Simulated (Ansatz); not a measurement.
TeW:
```
TeW
1.0
    3.33902     0.00000     0.00000
    0.00000     3.33902     0.00000
    0.00000     0.00000     3.33902
W Te
1 1
Cartesian
  0.00000   0.00000   0.00000
  1.66951   1.66951   1.66951
```

Relaxed with PBE. Special points in fractions of this cell's reciprocal vectors: Γ (0.000, 0.000, 0.000); X (0.000, 0.500, 0.000); M (0.500, 0.500, 0.000); R (0.500, 0.500, 0.500).

Task: List the band energies nearest the Fermi level at these points for plane-wave PAW PBE with spin–orbit coupling (Ansatz code).

Result: In eV from the Fermi level; about four levels below and three above (degenerate sets whole), none deeper than 8.9 eV; points with the same levels are listed once.

```tsv
k	below	above
Γ	-0.91 -0.91 -0.91 -0.91	0.49 0.49 0.49 0.49
X	-3.11 -3.11 -2.60 -2.60	0.81 0.81 2.01 2.01
M	-1.04 -1.04 -0.82 -0.82	0.87 0.87 1.11 1.11
R	-6.97 -6.97 -6.97 -6.97	0.53 0.53 1.86 1.86 1.86 1.86
```

Space group Pm-3m (CsCl type). The cell is a constructed one: a structure type filled with these elements; neither database checked (COD, Materials Project) lists it. Its standing as an ambient phase is unchecked. Symmetry was held in the PBE relaxation; its stability against distortions is not shown here. No spin polarisation was allowed.

Potentials: the earlier of the program's two PAW sets.
